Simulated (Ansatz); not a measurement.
## 11B NMR of the central transition in BN at a changed volume

Cell: a COD entry, relaxed with PBE at fixed cell and then changed (volume scaled by 0.96, ions relaxed).

```yaml
crystal:
  lattice:
    - [2.50567, 0.00000, 0.00000]
    - [-1.25284, 2.16998, 0.00000]
    - [0.00000, 0.00000, 6.50883]
  atoms:
    - { symbol: B, position: [0.33333, 0.66667, 0.25000] }
    - { symbol: B, position: [0.66667, 0.33333, 0.75000] }
    - { symbol: N, position: [0.33333, 0.66667, 0.75000] }
    - { symbol: N, position: [0.66667, 0.33333, 0.25000] }
```

Atoms are numbered from 1 in the order listed; like atoms form one site, named after its first atom.

Computed with Ansatz: DFT, PBE, plane waves and PAW, scalar-relativistic, 420 eV cutoff, Γ-centred 13×13×5 k-points, Fermi–Dirac smearing 0.02 eV.

11B has I = 3/2 and Q = 40.59 mb (Pyykkö 2018); at 16.4 T its Larmor frequency is ν₀ = 224.1 MHz. Only the quadrupole interaction is simulated: positions count from each site's isotropic chemical shift, and J coupling is left out, as are shift anisotropy and dipolar coupling, which fast spinning averages.

Simulated pattern of one B site (fast magic-angle spinning, Gaussian broadening 0.06 kHz):

(offset (kHz), height): (-2.222, 0), (-2.156, 1), (-2.091, 4), (-2.025, 5), (-1.960, 4), (-1.895, 5), (-1.829, 5), (-1.764, 5), (-1.698, 5), (-1.633, 5), (-1.567, 5), (-1.502, 6), (-1.437, 6), (-1.371, 28), (-1.306, 77), (-1.240, 51), (-1.175, 40), (-1.110, 36), (-1.044, 34), (-0.979, 33), (-0.913, 32), (-0.848, 32), (-0.782, 32), (-0.717, 33), (-0.652, 35), (-0.586, 38), (-0.521, 42), (-0.455, 49), (-0.390, 67), (-0.324, 100), (-0.259, 19), (-0.194, 0)

Problem. Which |C_Q| and η does the pattern imply?

Solution. The pattern spans 1.83 kHz before broadening and its centre of gravity is at -0.855 kHz, which fixes P_Q; the places of the horns and steps fix η. That gives P_Q = 2.77 MHz, |C_Q| = 2.77 MHz and η = 0.00. The sign of C_Q can't be read from the pattern.

An axis of threefold or higher order runs through B, so V_zz lies along it and η is zero.
